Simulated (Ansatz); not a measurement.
Values for one crystal, relaxed and computed with the program Ansatz at the r²SCAN level (PAW); other levels are named.

| Property | Result |
|---|---|
| Volume per atom | 12.55 Å³ |
| Electronic character | metallic (no gap) |
| Density of states at the Fermi level | 0.30 states/eV per atom (mean over ±0.08 eV) |
| Formation energy from the elements (no fitted shifts) | -0.58 eV/atom |

Task: Which compound is it?
(A) MgNi2P, Pnma (Mg on 4c, Ni on 8d, P on 4c)
(B) InPPd5, P4/mmm (In on 1c, P on 1b, Pd on 4i, Pd on 1a)
(C) TiB2, P6/mmm (Ti on 1a, B on 2d)
(D) Sr3Al2Ge4, C2/m (Pearson symbol mS18)

Result: A, MgNi2P, Pnma (Mg on 4c, Ni on 8d, P on 4c)

The workflow started from a Materials Project entry (that database holds measured and hypothetical structures alike); the Crystallography Open Database copy checked does not list it. Its standing as an ambient phase is unchecked. The r²SCAN relaxation kept the symmetry of its start; its stability against distortions is not shown here. No spin polarisation was allowed. The references are the lowest solids computed at this level, not always the standard phases.

Potentials: the later of the program's two PAW sets.
